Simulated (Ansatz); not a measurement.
**17O nuclear quadrupole resonance in H3OF**

Cell: a structure deposited in the COD, its atoms then relaxed with PBE in this cell.

Space group Pnma (No. 62); a = 6.2100, b = 4.1720, c = 6.1950 Å.

```
site  Wyckoff  site symmetry       x       y       z
  H1       8d              1  0.3883  0.4540  0.2646
  H9       4c            .m.  0.3027  0.2500  0.0476
   O       4c            .m.  0.4138  0.2500  0.1727
   F       4c            .m.  0.3518  0.7500  0.3771
```

One atom of each set is listed.

All values are calculated (Ansatz; DFT, PBE, plane waves and PAW, scalar-relativistic, 420 eV cutoff, Γ-centred 3×5×3 k-points, Fermi–Dirac smearing 0.02 eV), not measured.

17O: I = 5/2, Q = -25.58 mb (year-2017 value). Static lattice, zero field.

(1) At which frequencies do the 17O NQR lines lie?

Results:

(1) For I = 5/2 and η = 0 the lines are 3|C_Q|/20 and twice that; η pulls their ratio below 2.

```tsv
site	atoms	V_zz (10²¹ V/m²)	C_Q (MHz)	η	line frequencies (MHz)
O	4	-11.61	7.18	0.03	1.08, 2.15
```

At O V_zz stands upright on the plane through its three neighbours (within 1°).
